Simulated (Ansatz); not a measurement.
C:
```yaml
crystal:
  lattice:
    - [0.00000, 1.77682, 1.77682]
    - [1.77682, 0.00000, 1.77682]
    - [1.77682, 1.77682, 0.00000]
  atoms:
    - { symbol: C, position: [0.50000, 0.50000, 0.50000] }
    - { symbol: C, position: [0.75000, 0.75000, 0.75000] }
```

Relaxed with PBEsol.

Q: Decompose the optical modes at the zone centre into irreducible representations, and say which are infrared and Raman allowed.

A: Point group m-3m: Γ_opt = T2g. Infrared: none. Raman: T2g.

Q: Assign frequencies (DFPT, plane-wave PAW PBEsol (Ansatz code)).

A: T2g 1305 cm⁻¹.

Space group Fd-3m (diamond). The PBEsol relaxation kept the symmetry of its start.

Potentials: the earlier of the program's two PAW sets. The files were generated under PBE; for other functionals the program regenerates the frozen cores, and for LDA and PBEsol the local potential too.
